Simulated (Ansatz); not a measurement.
## Band table of Cs (sc type)

```xyz
1
Lattice="4.5697 0.0000 0.0000 0.0000 4.5697 0.0000 0.0000 0.0000 4.5697" Properties=species:S:1:pos:R:3 pbc="T T T"
Cs    0.0000    0.0000    0.0000
```

The cell comes from a relaxation on PAW files under the same functional, begun from a prototype that needn't be the stable phase.

Computed with Ansatz 0.2.0; functional PBEsol, scalar-relativistic. Settings: a Γ-centred 8×8×8 k mesh, Fermi–Dirac smearing of 0.08 eV, no spin polarisation. Methods: LAPW: all electrons, basis error target 1 meV/atom.

This run: volume at 0.8 of the series' base cell.

Spin–orbit coupling is left out, which matters for the heavy atoms.

Path points, in fractions of the reciprocal vectors: Γ (0.000, 0.000, 0.000), X (0.000, 0.500, 0.000), M (0.500, 0.500, 0.000), R (0.500, 0.500, 0.500). The distance column jumps between branches of the path. Levels in eV from the Fermi level; bands 6 to 12, counted from the lowest band of the run. The gap is zero, the pressure 0.48 GPa.

```
# k(1/Å) point b6 b7 b8 b9 b10 b11 b12
0.000 Γ -23.96 -10.59 -10.59 -10.59 -1.86 1.24 1.24
0.086 - -23.96 -10.60 -10.58 -10.58 -1.82 1.25 1.26
0.172 - -23.96 -10.64 -10.58 -10.58 -1.69 1.30 1.33
0.258 - -23.96 -10.71 -10.57 -10.57 -1.50 1.37 1.41
0.344 - -23.95 -10.78 -10.57 -10.57 -1.25 1.41 1.46
0.430 - -23.95 -10.85 -10.56 -10.56 -0.96 1.28 1.57
0.516 - -23.94 -10.91 -10.56 -10.56 -0.64 1.04 1.66
0.602 - -23.94 -10.95 -10.55 -10.55 -0.34 0.76 1.73
0.687 X -23.94 -10.96 -10.55 -10.55 -0.19 0.60 1.76
0.773 - -23.94 -10.96 -10.57 -10.55 -0.13 0.58 1.79
0.859 - -23.94 -10.96 -10.61 -10.55 0.01 0.53 1.89
0.945 - -23.94 -10.95 -10.67 -10.54 0.23 0.44 2.05
1.031 - -23.93 -10.94 -10.74 -10.53 0.33 0.50 2.25
1.117 - -23.93 -10.93 -10.80 -10.53 0.22 0.79 2.43
1.203 - -23.92 -10.92 -10.86 -10.52 0.12 1.06 2.55
1.289 - -23.92 -10.91 -10.90 -10.52 0.05 1.27 2.56
1.375 M -23.92 -10.91 -10.91 -10.52 0.03 1.35 2.56
1.496 - -23.92 -10.90 -10.90 -10.52 0.07 1.20 2.52
1.618 - -23.93 -10.87 -10.86 -10.53 0.08 0.99 2.39
1.740 - -23.93 -10.82 -10.81 -10.54 -0.22 1.11 2.18
1.861 - -23.94 -10.77 -10.75 -10.55 -0.69 1.38 1.91
1.983 - -23.95 -10.70 -10.69 -10.56 -1.16 1.46 1.65
2.104 - -23.96 -10.64 -10.64 -10.58 -1.53 1.37 1.43
2.226 - -23.96 -10.60 -10.60 -10.58 -1.78 1.27 1.29
2.347 Γ -23.96 -10.59 -10.59 -10.59 -1.86 1.24 1.24
2.496 - -23.96 -10.60 -10.60 -10.60 -1.73 1.30 1.30
2.645 - -23.95 -10.64 -10.63 -10.63 -1.37 1.49 1.49
2.794 - -23.94 -10.69 -10.68 -10.68 -0.83 1.75 1.75
2.943 - -23.93 -10.75 -10.73 -10.73 -0.22 1.87 1.87
3.091 - -23.92 -10.80 -10.78 -10.78 0.27 1.61 1.61
3.240 - -23.91 -10.83 -10.82 -10.82 0.58 1.25 1.25
3.389 - -23.90 -10.85 -10.85 -10.85 0.81 1.01 1.01
3.538 R -23.90 -10.86 -10.86 -10.86 0.92 0.92 0.92
3.659 - -23.90 -10.86 -10.85 -10.85 0.84 0.97 0.99
3.781 - -23.91 -10.87 -10.82 -10.82 0.66 1.11 1.19
3.903 - -23.91 -10.89 -10.78 -10.77 0.52 1.34 1.35
4.024 - -23.92 -10.91 -10.72 -10.71 0.44 1.14 1.68
4.146 - -23.93 -10.93 -10.66 -10.65 0.44 0.66 2.08
4.267 - -23.94 -10.95 -10.60 -10.60 0.21 0.50 2.03
4.389 - -23.94 -10.96 -10.56 -10.56 -0.08 0.57 1.82
4.510 X -23.94 -10.96 -10.55 -10.55 -0.19 0.60 1.76
5.482 R -23.90 -10.86 -10.86 -10.86 0.92 0.92 0.92
5.568 - -23.90 -10.86 -10.86 -10.85 0.86 0.96 0.96
5.654 - -23.90 -10.87 -10.87 -10.81 0.72 1.07 1.07
5.740 - -23.91 -10.87 -10.87 -10.76 0.54 1.25 1.25
5.826 - -23.91 -10.88 -10.88 -10.69 0.37 1.50 1.50
5.912 - -23.91 -10.89 -10.89 -10.63 0.23 1.79 1.79
5.998 - -23.92 -10.90 -10.90 -10.57 0.12 1.66 2.11
6.084 - -23.92 -10.91 -10.91 -10.53 0.05 1.43 2.42
6.170 M -23.92 -10.91 -10.91 -10.52 0.03 1.35 2.56
```
